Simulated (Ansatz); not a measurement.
# LaBi squeezed and stretched

A database entry relaxed whole under r2SCAN (Fm-3m):

```yaml
crystal:
  lattice:
    - [0.00000, 3.33052, 3.33052]
    - [3.33052, 0.00000, 3.33052]
    - [3.33052, 3.33052, 0.00000]
  atoms:
    - { symbol: La, position: [0.00000, 0.00000, 0.00000] }
    - { symbol: Bi, position: [0.50000, 0.50000, 0.50000] }
```

The cell was scaled uniformly, its shape held, and the atoms relaxed at each volume with plane-wave PAW DFT (Ansatz 0.2.0; r2SCAN, 500 eV, 9×9×9 Γ-centred mesh, fermi-dirac occupations of width 0.100 eV; no spin, no spin-orbit coupling). One row is withheld.

| volume (Å³/atom) | energy over the lowest (meV/atom) | pressure (GPa) |
| --- | --- | --- |
| 34.727 | 23.7 | 3.58 |
| 35.466 | 10.2 | 2.26 |
| 36.204 | ? | ? |
| 36.943 | 0.0 | 0.00 |
| 37.682 | 2.2 | -0.96 |
| 38.421 | 8.6 | -1.83 |
| 39.160 | 18.8 | -2.62 |

Problem. Fit the pressures of the other rows to the third-order Birch-Murnaghan form.

Solution. With f = [(V₀/V)^(2/3) − 1]/2 and P = 3B₀f(1 + 2f)^(5/2)[1 + 3(B₀′ − 4)f/2], least squares gives V₀ = 36.95 Å³ an atom, B₀ = 50.7 GPa and B₀′ = 4.2; the rows miss the fit by less than 0.01 GPa. The slope of the energies differs from these pressures by less than 0.05 GPa.

Problem. What does the withheld row hold?

Solution. The fit gives 1.07 GPa at 36.204 Å³; the run gave 1.07 GPa and 2.5 meV an atom.

Caveats: the shape of the cell was held; 0 K, fixed nuclei; the symmetry was kept, and this need not be the phase that is stable at 0 K; one mesh for all volumes; the relaxed cell lies far from the entry, by an error of the functional or of the entry; pressure is positive in compression.
